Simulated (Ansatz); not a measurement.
Computed with Ansatz, not measured. Plane-wave DFT: an element X is put into a periodic supercell of the crystal below and the atoms relax. X is one of the candidates, and is told by the neutral defect's formation energy over the elements (uncorrected), its moments where the run had spin, and its relaxed neighbours, eight at most.

```
cell
1.0
     3.8911    0.0000    0.0000
     0.0000    3.8911    0.0000
     0.0000    0.0000    3.8911
Sr Ti O
1 1 3
Direct
  0.0000 0.0000 0.0000
  0.5000 0.5000 0.5000
  0.5000 0.0000 0.5000
  0.5000 0.5000 0.0000
  0.0000 0.5000 0.5000
```

host atoms in supercell: 35
functional: PBEsol
wave cutoff: 420 eV
k mesh: 3, 3, 3
k shift: 0, 0, 0 mesh steps
gaussian smearing: 0.02 eV
start displacement: 0 angstrom
electrons started on: no chosen atoms
candidate elements: Na, Mg, P, Ca, Se, Ba
found formation energy: 6.124 eV
found largest move from host sites: 0.356 angstrom

```json
{"supercell vector": "A", "supercell times a (host cell vectors)": "-1", "supercell times b (host cell vectors)": "1", "supercell times c (host cell vectors)": "-1"}
{"supercell vector": "B", "supercell times a (host cell vectors)": "2", "supercell times b (host cell vectors)": "1", "supercell times c (host cell vectors)": "0"}
{"supercell vector": "C", "supercell times a (host cell vectors)": "0", "supercell times b (host cell vectors)": "-2", "supercell times c (host cell vectors)": "-1"}
```

| change element | change kind | change place a (host cell vectors) | change place b (host cell vectors) | change place c (host cell vectors) |
| --- | --- | --- | --- | --- |
| X | on O | 0.5 | 0 | -0.5 |

```
found neighbour element  found neighbour distance (angstrom)
                     Ti                                2.295
                     Ti                                2.295
                     Sr                                2.874
                     Sr                                2.874
                      O                                2.879
                      O                                2.879
                     Sr                                2.913
                     Sr                                2.913
```

Problem. Which element is X?

Solution. Se.

Caveats: the atoms kept the symmetry of the start, so a distorted state could lie lower; the supercell is small.
